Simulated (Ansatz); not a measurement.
Equation of state of ScHg from a dense series

```
CELL_PARAMETERS angstrom
3.48000 0.00000 0.00000
0.00000 3.48000 0.00000
0.00000 0.00000 3.48000
ATOMIC_POSITIONS crystal
Sc 0.50000 0.50000 0.50000
Hg 0.00000 0.00000 0.00000
```

Atoms are numbered in the order listed.

The conventional cell has a = 3.480 Å, b = 3.480 Å, c = 3.480 Å, α = 90.00°, β = 90.00°, γ = 90.00°. Sc (atom 1) is surrounded by 8 Hg at 3.01 Å. Hg (atom 2) is surrounded by 8 Sc at 3.01 Å.

The cell is COD entry 1522352, as deposited and not checked against the literature; nothing was relaxed.

Spin polarisation is left out, and whether a magnetic state lies lower isn't shown here.

No spin–orbit coupling, which matters for the heavy atoms here.

Method: Ansatz 0.2.0, DFT, PBEsol, all-electron LAPW, scalar-relativistic.

Settings: a Γ-centred 12×12×12 k mesh, Fermi–Dirac smearing of 0.08 eV, basis error target 0.5 meV/atom, no spin polarisation.

The cell is scaled evenly. Fractional coordinates are held (clamped ions).

| V (Å³/atom) | P (GPa) |
| --- | --- |
| 19.808 | 5.02 |
| 20.229 | 2.81 |
| 20.651 | 0.83 |
| 20.861 | -0.07 |
| 21.072 | -0.92 |
| 21.283 | -1.73 |
| 21.494 | -2.49 |
| 21.915 | -3.89 |

**Question.** Fit a third-order Birch–Murnaghan curve to the pressures.

**Answer.** P = (3B0/2)(y^(7/2) − y^(5/2))[1 + (3/4)(B0′ − 4)(y − 1)] with y = (V0/V)^(2/3) fits within 0.01 GPa for V0 = 20.845 Å³/atom, B0 = 87.3 GPa and B0′ = 4.68.

**Question.** Predict the pressure at the withheld volume, 22.336 Å³/atom.

**Answer.** There y = 0.9550, so the fit gives -5.14 GPa; the run gave -5.14 GPa.
